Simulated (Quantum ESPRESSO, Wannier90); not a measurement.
**Wannier functions of HgTe (P3₂21)**

```xyz
6
Lattice="4.6629 0.0000 0.0000 -2.3315 4.0382 0.0000 0.0000 0.0000 10.4080" Properties=species:S:1:pos:R:3 pbc="T T T"
Hg    -0.7267    -1.2586     0.0000
Hg     1.4533     0.0000    -3.4693
Hg    -0.7267     1.2586     3.4693
Te    -1.1337    -1.9637     5.2040
Te     2.2675     0.0000     1.7347
Te    -1.1337     1.9637    -1.7347
```

Materials Project entry mp-1071269; symmetrised, unrelaxed at this level. Not found in the COD (Crystallography Open Database) copy used, which has the formula in other groups; not checked further. Computed values, not measurements, from PBEsol: Quantum ESPRESSO (norm-conserving PseudoDojo potentials, cutoff 66 Ry, no spin polarisation, no spin-orbit coupling) on a Γ-centred 4×4×4 mesh, then Wannier90. Density: 12×12×4 mesh, Gaussian smearing 0.01 Ry. The cell is built of weakly bound layers, chains or molecules. Database cells relaxed without dispersion often hold them too far apart, which can enlarge gaps and weakens couplings between them; spacing and stacking were not compared with the measured crystal. Spin-orbit coupling is left out although heavy elements are present.

A tight-binding model is made by disentanglement and projection with no localisation steps (num_iter = 0), so the 24 orbitals stay atom-like: hydrogen-like Hg: s;p; Te: s;p, axes along x, y, z; frozen window up to 2.14 eV relative to the valence-band maximum. It follows pw.x to 11 meV rms for states up to 1.6 eV relative to the valence-band maximum. Matrix elements depend on this choice of orbitals and windows. Bands 31–45 (Hg 5d 94 %) lie between the kept ones and are excluded.

Problem. What are the on-site energies relative to the valence-band maximum, and how fast do the hoppings decay?

Solution. 
```json
[
 {"atom": "Hg1", "orbitals": "s", "energy (eV)": "-2.43"},
 {"atom": "Hg1", "orbitals": "pz", "energy (eV)": "4.34"},
 {"atom": "Hg1", "orbitals": "px", "energy (eV)": "4.48"},
 {"atom": "Hg1", "orbitals": "py", "energy (eV)": "4.03"},
 {"atom": "Hg2", "orbitals": "s", "energy (eV)": "-2.43"},
 {"atom": "Hg2", "orbitals": "pz", "energy (eV)": "4.34"},
 {"atom": "Hg2", "orbitals": "px", "energy (eV)": "3.80"},
 {"atom": "Hg2", "orbitals": "py", "energy (eV)": "4.71"},
 {"atom": "Hg3", "orbitals": "s", "energy (eV)": "-2.43"},
 {"atom": "Hg3", "orbitals": "pz", "energy (eV)": "4.34"},
 {"atom": "Hg3", "orbitals": "px", "energy (eV)": "4.48"},
 {"atom": "Hg3", "orbitals": "py", "energy (eV)": "4.03"},
 {"atom": "Te4", "orbitals": "s", "energy (eV)": "-9.67"},
 {"atom": "Te4", "orbitals": "pz", "energy (eV)": "0.30"},
 {"atom": "Te4", "orbitals": "px", "energy (eV)": "0.20"},
 {"atom": "Te4", "orbitals": "py", "energy (eV)": "0.15"},
 {"atom": "Te5", "orbitals": "s", "energy (eV)": "-9.67"},
 {"atom": "Te5", "orbitals": "pz", "energy (eV)": "0.30"},
 {"atom": "Te5", "orbitals": "px", "energy (eV)": "0.13"},
 {"atom": "Te5", "orbitals": "py", "energy (eV)": "0.23"},
 {"atom": "Te6", "orbitals": "s", "energy (eV)": "-9.67"},
 {"atom": "Te6", "orbitals": "pz", "energy (eV)": "0.30"},
 {"atom": "Te6", "orbitals": "px", "energy (eV)": "0.20"},
 {"atom": "Te6", "orbitals": "py", "energy (eV)": "0.15"}
]
```

```
distance of the centres (Å)  largest modulus (eV)
---------------------------  --------------------
2–3                                           1.9
3–4                                           1.1
4–5                                          0.46
5–6                                          0.27
6–7                                          0.28
7–8                                         0.088
```
